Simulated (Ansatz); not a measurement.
Rb$_{2}$TiCl$_{6}$ (space group Fm-3m)

```
Rb2TiCl6
1.0
    0.00000     4.95179     4.95179
    4.95179     0.00000     4.95179
    4.95179     4.95179     0.00000
Rb Ti Cl
2 1 6
Direct
  0.25000   0.25000   0.25000
  0.75000   0.75000   0.75000
  0.00000   0.00000   0.00000
  0.76405   0.76405   0.23595
  0.23595   0.23595   0.76405
  0.23595   0.76405   0.76405
  0.76405   0.23595   0.23595
  0.76405   0.23595   0.76405
  0.23595   0.76405   0.23595
```

The volume is varied about the relaxed value V₀ at fixed cell shape. The atoms relax within the cell's symmetry.

Computed with PBEsol (plane waves to 420 eV, PAW, scalar-relativistic; Ansatz, a first-principles code). k mesh 6×6×6 (Γ-centred), Fermi-Dirac smearing 0.05 eV. Energies are smeared free energies. Rb2TiCl6 is run without spin polarisation. Rb2TiCl6 was relaxed with its symmetry unable to fall. The zero of ΔE is the relaxed starting cell.

```json
[
 {"V (Å³/atom)": "25.363", "ΔE (meV/atom)": "4.8"},
 {"V (Å³/atom)": "25.633", "ΔE (meV/atom)": "3.3"},
 {"V (Å³/atom)": "25.903", "ΔE (meV/atom)": "2.0"},
 {"V (Å³/atom)": "26.172", "ΔE (meV/atom)": "1.1"},
 {"V (Å³/atom)": "26.442", "ΔE (meV/atom)": "0.5"},
 {"V (Å³/atom)": "26.712", "ΔE (meV/atom)": "0.1"},
 {"V (Å³/atom)": "26.982", "ΔE (meV/atom)": "0.0"},
 {"V (Å³/atom)": "27.252", "ΔE (meV/atom)": "0.1"},
 {"V (Å³/atom)": "27.522", "ΔE (meV/atom)": "0.4"},
 {"V (Å³/atom)": "27.791", "ΔE (meV/atom)": "0.9"},
 {"V (Å³/atom)": "28.061", "ΔE (meV/atom)": "1.6"},
 {"V (Å³/atom)": "28.331", "ΔE (meV/atom)": "2.4"},
 {"V (Å³/atom)": "28.601", "ΔE (meV/atom)": "3.4"}
]
```

**Question.** What bulk modulus B₀ follows from a third-order Birch-Murnaghan fit?

**Answer.** 13.3 GPa.

**Question.** What is the fitted pressure derivative B₀′?

**Answer.** 7.1.

(Under strain, the slope of the energy per volume gives the stress and its curvature an elastic modulus.)
